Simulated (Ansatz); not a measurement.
Data:

ZrN:
```
CELL_PARAMETERS angstrom
      0.00000     2.27607     2.27607
      2.27607     0.00000     2.27607
      2.27607     2.27607     0.00000
ATOMIC_POSITIONS crystal
  N  0.00000 0.00000 0.00000
  Zr 0.50000 0.50000 0.50000
```

This is the PBEsol-relaxed structure.

Q: All from DFT-PBEsol in the program Ansatz with PAW potentials, unless another level is named. Predict the Hill bulk and shear moduli.

A: 269 and 162 GPa.

Q: And the elastic constants (relaxed ions, GPa)?

A: C11 = 584, C12 = 112, C44 = 125.

Space group Fm-3m (rock salt). The cell was relaxed with PBEsol under the symmetry of its start. The run is not spin-polarised. With an odd number of electrons in the cell and no spin polarisation, the count alone makes it a metal. As this level gives no gap, shear constants depend on the k-mesh and smearing (Fermi–Dirac, 0.1 eV here).

Potentials: the later of the program's two PAW sets.
